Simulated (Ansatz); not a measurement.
Data:

Ga2O3:
```
Ga2O3
1.0
    2.99114     0.00000     0.00000
   -1.49557     2.59040     0.00000
    0.00000     0.00000     6.84056
Ga O
2 3
Direct
  0.33333   0.66667   0.20412
  0.66667   0.33333   0.79588
  0.00000   0.00000   0.00000
  0.33333   0.66667   0.69144
  0.66667   0.33333   0.30856
```

This is the r²SCAN-relaxed structure. Tensor components refer to the Cartesian frame of this cell.

All from r²SCAN in the plane-wave PAW code Ansatz, unless another level is named. Predict the electron effective mass with spin–orbit coupling.

0.27, 0.27, 0.35 mₑ (principal values).

What about the formation energy from the elements (no fitted shifts)?

-1.88 eV/atom.

Give the hole effective mass with spin–orbit coupling.

0.33 along z (mₑ).

Give the weight of the conduction-edge state by species (Voronoi cells).

O 58 %, Ga 42 %.

Space group P-3m1 (La2O3 or Ni2Al3 type). A made-up cell: these elements were put on the sites of a structure type; neither database checked (COD, Materials Project) lists it. It is not the phase usual at ambient conditions (space group No. 12, 167). The r²SCAN relaxation kept the symmetry of its start. At this level the phase is mechanically unstable. The references are the lowest solids computed at this level, not always the standard phases (solids in place of the gases). Scalar-relativistic: spin–orbit coupling is off unless named, which matters more the heavier the elements.

Potentials: the earlier of the program's two PAW sets.

Edges and masses are those of Kohn–Sham bands, whose gap is no quasiparticle gap.
